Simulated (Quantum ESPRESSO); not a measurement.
## SiAsF3O3 (finding a planted mistake in a log)

Computed values, not a measurement. The program is pw.x of Quantum ESPRESSO 7.5 (plane-wave density functional theory). The cell is made up: 8 atoms on a quartz lattice with one site empty, with randomly drawn elements, strain and displacements, not relaxed. PseudoDojo standard norm-conserving files (v0.5 for PBE, v0.4.1 for LDA and PBEsol) set the functional; there is no spin polarisation, spin-orbit coupling or dispersion term, and the masses in the input are unused placeholders.

Intended input:

```
&control calculation='scf', pseudo_dir='./dojo.nc.sr.pbe.v0_5.standard.upf', outdir='./o', disk_io='medium', tprnfor=.true., tstress=.true. /
&system ibrav=0, nat=8, ntyp=4, nbnd=35, ecutwfc=84.00895049, nosym=.true., tot_charge=0,
 occupations='smearing', smearing='fd', degauss=0.0018374661
/
&electrons conv_thr=7.350e-09, electron_maxstep=60, /
ATOMIC_SPECIES
As 1.0 As.upf
F 1.0 F.upf
O 1.0 O.upf
Si 1.0 Si.upf
CELL_PARAMETERS angstrom
5.2831 0.0 0.0
-2.6415 4.5753 0.0
0.0 0.0 5.8621
ATOMIC_POSITIONS angstrom
Si 2.5198 -0.0649 3.9094
As -1.2767 2.0478 1.924
F 1.4804 1.2261 4.6067
O 3.4672 0.7283 2.5862
O 2.8897 2.7931 0.7849
F 0.2494 1.7871 1.2941
O -1.1076 3.2844 3.2168
F 0.8863 3.8941 5.1139
K_POINTS automatic
5 5 4 1 1 1
```

The log is shortened where brackets say so; the opening notice, blank lines, dates and the lines on written files are dropped, and the path of the files is cut. It prints rydbergs, bohrs and kilobars, and counts compression as positive stress. Where no state is partly filled, the Fermi energy that it prints is only some level between the filled and the empty states on the mesh, and need not lie in the true gap.

Log of the intended run:

```
     Program PWSCF v.7.5
     Parallel version (MPI & OpenMP), running on       1 processor cores
     Number of MPI processes:                 1
     Threads/MPI process:                     1
     [start-up lines left out]
     bravais-lattice index     =            0
     lattice parameter (alat)  =       9.9836  a.u.
     unit-cell volume          =     956.2209 (a.u.)^3
     number of atoms/cell      =            8
     number of atomic types    =            4
     number of electrons       =        58.00
     number of Kohn-Sham states=           35
     kinetic-energy cutoff     =      84.0090  Ry
     charge density cutoff     =     336.0358  Ry
     scf convergence threshold =      7.3E-09
     mixing beta               =       0.7000
     number of iterations used =            8  plain     mixing
     Exchange-correlation= PBE
                           (   1   4   3   4   0   0   0)
     [axes and pseudopotential details left out]
   Cartesian axes
     site n.     atom                  positions (alat units)
         1        Si     tau(   1) = (   0.4769548  -0.0122845   0.7399822  )
         2        As     tau(   2) = (  -0.2416574   0.3876133   0.3641801  )
         3        F      tau(   3) = (   0.2802143   0.2320797   0.8719691  )
         4        O      tau(   4) = (   0.6562813   0.1378547   0.4895232  )
         5        O      tau(   5) = (   0.5469705   0.5286858   0.1485681  )
         6        F      tau(   6) = (   0.0472071   0.3382673   0.2449509  )
         7        O      tau(   7) = (  -0.2096496   0.6216805   0.6088849  )
         8        F      tau(   8) = (   0.1677614   0.7370862   0.9679733  )
     number of k points=    50  Fermi-Dirac smearing, width (Ry)=  0.0018
                       cart. coord. in units 2pi/alat
        k(    1) = (   0.1000000   0.1732039   0.1126537), wk =   0.0400000
        k(    2) = (   0.1000000   0.1732039   0.3379612), wk =   0.0400000
     [further k points left out]
     Dense  grid:    99371 G-vectors     FFT dimensions: (  60,  60,  72)
     Estimated max dynamical RAM per process >     129.22 MB
     Initial potential from superposition of free atoms
     starting charge      57.9991, renormalised to      58.0000
     Starting wfcs are   37 randomized atomic wfcs
     total cpu time spent up to now is       18.9 secs
     per-process dynamical memory:    95.4 Mb
     Self-consistent Calculation
     iteration #  1     ecut=    84.01 Ry     beta= 0.70
     Davidson diagonalization with overlap
     ethr =  1.00E-02,  avg # of iterations =  3.1
     total cpu time spent up to now is       50.8 secs
     total energy              =    -466.93757418 Ry
     estimated scf accuracy    <       1.86938523 Ry
     iteration #  2     ecut=    84.01 Ry     beta= 0.70
     Davidson diagonalization with overlap
     ethr =  3.22E-03,  avg # of iterations =  2.9
     total cpu time spent up to now is       87.0 secs
     total energy              =    -466.67971910 Ry
     estimated scf accuracy    <       4.96320982 Ry
     [iterations 3 to 10 left out]
     iteration # 11     ecut=    84.01 Ry     beta= 0.70
     Davidson diagonalization with overlap
     ethr =  4.83E-10,  avg # of iterations =  2.1
     total cpu time spent up to now is      385.3 secs
     total energy              =    -467.82059525 Ry
     estimated scf accuracy    <       0.00000005 Ry
     iteration # 12     ecut=    84.01 Ry     beta= 0.70
     Davidson diagonalization with overlap
     ethr =  8.04E-11,  avg # of iterations =  2.6
     total cpu time spent up to now is      415.3 secs
     End of self-consistent calculation
     [lines on levels left out]
     the Fermi energy is     2.1135 ev
!    total energy              =    -467.82059526 Ry
     estimated scf accuracy    <          6.2E-09 Ry
     smearing contrib. (-TS)   =       0.00000000 Ry
     internal energy E=F+TS    =    -467.82059526 Ry
     The total energy is F=E-TS. E is the sum of the following terms:
     one-electron contribution =    -358.13211597 Ry
     hartree contribution      =     202.38748265 Ry
     xc contribution           =    -108.66271759 Ry
     ewald contribution        =    -203.41324435 Ry
     convergence has been achieved in  12 iterations
     Forces acting on atoms (cartesian axes, Ry/au):
     atom    1 type  4   force =    -0.03881384    0.03135680    0.02877377
     atom    2 type  1   force =    -0.10886010    0.32352425   -0.19656603
     atom    3 type  2   force =     0.09901160   -0.13159871   -0.07820137
     atom    4 type  3   force =    -0.11340162   -0.25783956    0.19353566
     atom    5 type  3   force =     0.11213411   -0.07193710    0.09361314
     atom    6 type  2   force =     0.04861073   -0.02030056    0.00168125
     atom    7 type  3   force =     0.07651836    0.06661807    0.05467467
     atom    8 type  2   force =    -0.07519924    0.06017681   -0.09751110
     Total force =     0.608166     Total SCF correction =     0.000270
     Computing stress (Cartesian axis) and pressure
          total   stress  (Ry/bohr**3)                   (kbar)     P=      -75.71
  -0.00055428   0.00038669  -0.00028328          -81.54       56.88      -41.67
   0.00038669  -0.00032421  -0.00018546           56.88      -47.69      -27.28
  -0.00028328  -0.00018546  -0.00066547          -41.67      -27.28      -97.89
     init_run     :     15.82s CPU     18.73s WALL (       1 calls)
     electrons    :    367.87s CPU    396.48s WALL (       1 calls)
     forces       :      4.46s CPU      4.51s WALL (       1 calls)
     stress       :     18.80s CPU     18.96s WALL (       1 calls)
     [timing details left out]
     PWSCF        :   6m47.28s CPU   7m19.50s WALL
     JOB DONE.
```

A second run was made from an input with one planted mistake. Its log:

```
     Program PWSCF v.7.5
     Parallel version (MPI & OpenMP), running on       1 processor cores
     Number of MPI processes:                 1
     Threads/MPI process:                     1
     [start-up lines left out]
     bravais-lattice index     =            0
     lattice parameter (alat)  =       9.9836  a.u.
     unit-cell volume          =     956.2209 (a.u.)^3
     number of atoms/cell      =            8
     number of atomic types    =            4
     number of electrons       =        58.00
     number of Kohn-Sham states=           53
     kinetic-energy cutoff     =      84.0090  Ry
     charge density cutoff     =     336.0358  Ry
     scf convergence threshold =      7.3E-09
     mixing beta               =       0.7000
     number of iterations used =            8  plain     mixing
     Exchange-correlation= PBE
                           (   1   4   3   4   0   0   0)
     [axes and pseudopotential details left out]
   Cartesian axes
     site n.     atom                  positions (alat units)
         1        Si     tau(   1) = (   0.4769548  -0.0122845   0.7399822  )
         2        As     tau(   2) = (  -0.2416574   0.3876133   0.3641801  )
         3        F      tau(   3) = (   0.2802143   0.2320797   0.8719691  )
         4        O      tau(   4) = (   0.6562813   0.1378547   0.4895232  )
         5        O      tau(   5) = (   0.5469705   0.5286858   0.1485681  )
         6        F      tau(   6) = (   0.0472071   0.3382673   0.2449509  )
         7        O      tau(   7) = (  -0.2096496   0.6216805   0.6088849  )
         8        F      tau(   8) = (   0.1677614   0.7370862   0.9679733  )
     number of k points=    50  Fermi-Dirac smearing, width (Ry)=  0.0360
                       cart. coord. in units 2pi/alat
        k(    1) = (   0.1000000   0.1732039   0.1126537), wk =   0.0400000
        k(    2) = (   0.1000000   0.1732039   0.3379612), wk =   0.0400000
     [further k points left out]
     Dense  grid:    99371 G-vectors     FFT dimensions: (  60,  60,  72)
     Estimated max dynamical RAM per process >     146.61 MB
     Initial potential from superposition of free atoms
     starting charge      57.9991, renormalised to      58.0000
     Starting wfcs are   37 randomized atomic wfcs +   16 random wfcs
     total cpu time spent up to now is       17.3 secs
     per-process dynamical memory:   108.4 Mb
     Self-consistent Calculation
     iteration #  1     ecut=    84.01 Ry     beta= 0.70
     Davidson diagonalization with overlap
     ethr =  1.00E-02,  avg # of iterations =  6.6
     total cpu time spent up to now is      110.4 secs
     total energy              =    -467.00553712 Ry
     estimated scf accuracy    <       1.79641981 Ry
     iteration #  2     ecut=    84.01 Ry     beta= 0.70
     Davidson diagonalization with overlap
     ethr =  3.10E-03,  avg # of iterations =  2.0
     total cpu time spent up to now is      186.8 secs
     total energy              =    -466.64132885 Ry
     estimated scf accuracy    <       5.20817267 Ry
     [iterations 3 to 10 left out]
     iteration # 11     ecut=    84.01 Ry     beta= 0.70
     Davidson diagonalization with overlap
     ethr =  6.02E-10,  avg # of iterations =  2.0
     total cpu time spent up to now is      716.0 secs
     total energy              =    -467.83050949 Ry
     estimated scf accuracy    <       0.00000003 Ry
     iteration # 12     ecut=    84.01 Ry     beta= 0.70
     Davidson diagonalization with overlap
     ethr =  4.59E-11,  avg # of iterations =  2.1
     total cpu time spent up to now is      760.4 secs
     End of self-consistent calculation
     [lines on levels left out]
     the Fermi energy is     2.4269 ev
!    total energy              =    -467.83050950 Ry
     estimated scf accuracy    <          1.5E-09 Ry
     smearing contrib. (-TS)   =      -0.03555128 Ry
     internal energy E=F+TS    =    -467.79495822 Ry
     The total energy is F=E-TS. E is the sum of the following terms:
     one-electron contribution =    -358.15891441 Ry
     hartree contribution      =     202.44325264 Ry
     xc contribution           =    -108.66605210 Ry
     ewald contribution        =    -203.41324435 Ry
     convergence has been achieved in  12 iterations
     Forces acting on atoms (cartesian axes, Ry/au):
     atom    1 type  4   force =    -0.03948592    0.03135283    0.02929172
     atom    2 type  1   force =    -0.09190320    0.31236569   -0.17420994
     atom    3 type  2   force =     0.09594320   -0.12673079   -0.07462033
     atom    4 type  3   force =    -0.11466599   -0.25740085    0.18747749
     atom    5 type  3   force =     0.09753743   -0.06231437    0.07939350
     atom    6 type  2   force =     0.05421844   -0.02007492   -0.00571453
     atom    7 type  3   force =     0.07092042    0.06460481    0.05168267
     atom    8 type  2   force =    -0.07256438    0.05819761   -0.09330057
     Total force =     0.580913     Total SCF correction =     0.000203
     Computing stress (Cartesian axis) and pressure
          total   stress  (Ry/bohr**3)                   (kbar)     P=      -63.61
  -0.00046895   0.00038068  -0.00027948          -68.98       56.00      -41.11
   0.00038068  -0.00024278  -0.00020004           56.00      -35.71      -29.43
  -0.00027948  -0.00020004  -0.00058546          -41.11      -29.43      -86.12
     init_run     :     16.74s CPU     17.11s WALL (       1 calls)
     electrons    :    704.17s CPU    743.12s WALL (       1 calls)
     forces       :     10.08s CPU     10.18s WALL (       1 calls)
     stress       :     36.21s CPU     36.40s WALL (       1 calls)
     [timing details left out]
     PWSCF        :  12m47.64s CPU  13m29.99s WALL
     JOB DONE.
```

Question: what was wrong in the second input?

Answer: the smearing is too wide. The input lines that differ, file-writing options aside:

```
- &system ibrav=0, nat=8, ntyp=4, nbnd=35, ecutwfc=84.00895049, nosym=.true., tot_charge=0,
+ &system ibrav=0, nat=8, ntyp=4, nbnd=53, ecutwfc=84.00895049, nosym=.true., tot_charge=0,
-  occupations='smearing', smearing='fd', degauss=0.0018374661
+  occupations='smearing', smearing='fd', degauss=0.0360143357
```

|  | intended run | run with the mistake |
| --- | --- | --- |
| free energy (eV) | -6365.023 | -6365.158 |
| smearing term -TS (eV) | 0.0000 | -0.4837 |
| pressure (GPa) | -7.57 | -6.36 |
| largest force component (eV/Å) | 8.318 | 8.031 |
| largest change of a force component (eV/Å) |  | 0.575 |
| iterations | 12 | 12 |

For scale, a rerun of the intended cell at a cutoff of 1437 eV and k mesh 7 x 7 x 6 moved values by no more than 0.004 eV in energy, 0.02 GPa in stress and 0.002 eV/Å in force. The number of bands, nbnd, was set by rule from the electron count and the smearing, so it follows the mistake.